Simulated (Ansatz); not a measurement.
Electric field gradients in KSbF3

All numbers below come from Ansatz, DFT PBE, scalar-relativistic, plane waves, PAW. Cutoff 420 eV, 8×8×8 k-points (Γ-centred), Fermi-Dirac smearing of 0.15 eV. No spin polarisation.

Relaxed structure:
```
K Sb F
1.0
     4.73691    0.00000    0.00000
     0.00000    4.73691    0.00000
     0.00000    0.00000    4.73691
K Sb F
1 1 3
Direct
  0.00000 0.00000 0.00000
  0.50000 0.50000 0.50000
  0.50000 0.50000 0.00000
  0.00000 0.50000 0.50000
  0.50000 0.00000 0.50000
```

The cell was built by swapping an element in a database structure (itself possibly hypothetical) and relaxing; it need not be the stable form of this composition. In a metal these results depend on the k mesh and the smearing. The cell has an odd number of electrons and was run without spin polarisation, which forces a half-filled band: energy, forces and stress belong to that artificial state. A semilocal functional can close a gap that the real compound has. Spin–orbit coupling is left out, which matters for gradients at heavy nuclei.

Give V_zz (10²¹ V/m²) and the asymmetry η at each distinct site.

Answers

| atom | V_zz | η |
| --- | --- | --- |
| K (atom 1) | 0.000 | zero by symmetry |
| Sb (atom 2) | 0.000 | zero by symmetry |
| F (atom 3) | 9.84 | 0.00 |

Symmetry holds off the tilts and polar distortions that many cubic perovskites undergo.